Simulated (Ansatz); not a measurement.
Sn2Pb under compression: one row to predict

It was reached by relaxing an invented guess, and it needn't be the stable form of this composition.

Level of theory: DFT PBE, scalar-relativistic, plane waves, PAW (Ansatz). Plane waves to 420 eV, a 6×6×12 mesh through Γ for the 3-atom cell and 0.10 eV Gaussian smearing; no spin polarisation.

```
Sn Pb
1.0
     5.55122    0.00000    0.00000
    -2.77561    4.80750    0.00000
     0.00000    0.00000    3.27330
Sn Pb
2 1
Direct
  0.33333 0.66667 0.50000
  0.66667 0.33333 0.50000
  0.00000 0.00000 0.00000
```

The cell was set to several volumes, with shape and atoms relaxed at each where symmetry leaves them free. Pressure is positive in compression, and energies count from the lowest row. No row has a gap on its mesh.

```tsv
row	V (Å³/atom)	P (GPa)	ΔE (meV/atom)
1	25.624	7.97	76.7
2	26.498	?	?
3	27.372	3.30	16.8
4	28.245	1.51	3.9
5	29.119	-0.01	0.0
6	29.992	-1.28	3.7
7	30.866	-2.35	13.8
8	32.031	-3.52	35.4
```

Problem. Find B = −V·ΔP/ΔV from rows 4 and 6 and from rows 1 and 3, and from the two its slope B′ and its value B0 at zero pressure.

Solution. Rows 4 and 6 give −(28.245 + 29.992)/2 × (-1.28 − (1.51))/(29.992 − 28.245) = 46.5 GPa at a mean pressure of 0.11 GPa. Rows 1 and 3 give −(25.624 + 27.372)/2 × (3.30 − (7.97))/(27.372 − 25.624) = 70.8 GPa at a mean pressure of 5.63 GPa. So B′ = (70.8 − 46.5)/(5.63 − (0.11)) = 4.40 and B0 = 46.5 − 4.40 × (0.11) = 46.0 GPa. A third-order Birch–Murnaghan fit to all the energies gives B0 = 46.3 GPa and B′ = 4.7.

Problem. Estimate the pressure and energy of row 2.

Solution. From row 5, V0 = 29.119 × (1 + (-0.01)/46.0) = 29.113 Å³/atom. Murnaghan's form P = (B0/B′)·[(V0/V)^B′ − 1] gives (46.0/4.40) × [(29.113/26.498)^4.40 − 1] = 5.36 GPa; the computed pressure is 5.43 GPa, so the estimate is off by -0.07 GPa. The work of compression from row 3, with the mean of the two pressures, gives ΔE = 16.8 + (5.36 + 3.30)/2 × (27.372 − 26.498)/160.2 × 1000 = 40.4 meV/atom (1 eV/Å³ = 160.2 GPa); the computed value is 40.4 meV/atom.

Spin–orbit coupling, which can matter for Pb, is left out. All volumes keep the k mesh of the relaxed cell. A later test with randomly moved atoms ended 10 meV/atom higher, in Pmma at a loose tolerance, which is no clear verdict on its stability.
